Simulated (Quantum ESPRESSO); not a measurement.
pw.x input (Quantum ESPRESSO 7.5; PBEsol, PseudoDojo standard norm-conserving files, fully relativistic):

```
&CONTROL
  calculation = 'scf'
  pseudo_dir = './pseudo'
  outdir = './out'
  tprnfor = .true.
  tstress = .true.
/
&SYSTEM
  ibrav = 0
  nat = 2
  ntyp = 2
  ecutwfc = 80.0
  ecutrho = 320.0
  occupations = 'smearing'
  smearing = 'fd'
  degauss = 0.002
  nbnd = 36
  noncolin = .true.
  lspinorb = .true.
/
&ELECTRONS
  conv_thr = 2e-10
/
ATOMIC_SPECIES
Ge 72.6300 Ge.upf
Te 127.6000 Te.upf
CELL_PARAMETERS angstrom
  2.107796775987   1.216937036013   3.692190146000
 -2.107796775987   1.216937036013   3.692190146000
 -0.000000000000  -2.433874072026   3.692190146000
ATOMIC_POSITIONS crystal
Ge   0.007291190000   0.007291190000   0.007291190000
Te   0.471701810000   0.471701810000   0.471701810000
K_POINTS automatic
8 8 8 0 0 0
```

End of the output:

```

[...]
     the Fermi energy is     9.2535 ev
!    total energy              =    -387.48762845 Ry
     estimated scf accuracy    <          1.3E-10 Ry
     smearing contrib. (-TS)   =      -0.00000014 Ry
     internal energy E=F+TS    =    -387.48762831 Ry
     The total energy is F=E-TS. E is the sum of the following terms:
     one-electron contribution =    -180.12323614 Ry
     hartree contribution      =     104.82256553 Ry
     xc contribution           =     -91.64320493 Ry
     ewald contribution        =    -220.54375278 Ry
     convergence has been achieved in   8 iterations
     Forces acting on atoms (cartesian axes, Ry/au):
     atom    1 type  1   force =     0.00000000    0.00000000   -0.00174416
     atom    2 type  2   force =     0.00000000    0.00000000    0.00174416
     Total force =     0.002467     Total SCF correction =     0.000038
     Computing stress (Cartesian axis) and pressure
          total   stress  (Ry/bohr**3)                   (kbar)     P=      -23.54
  -0.00015374   0.00000000   0.00000000          -22.62        0.00        0.00
   0.00000000  -0.00015374  -0.00000000            0.00      -22.62       -0.00
  -0.00000000  -0.00000000  -0.00017268           -0.00       -0.00      -25.40
```
In a gapped system the printed Fermi energy is only some level inside the gap.

Geometry relaxed with PBE+D3(BJ).
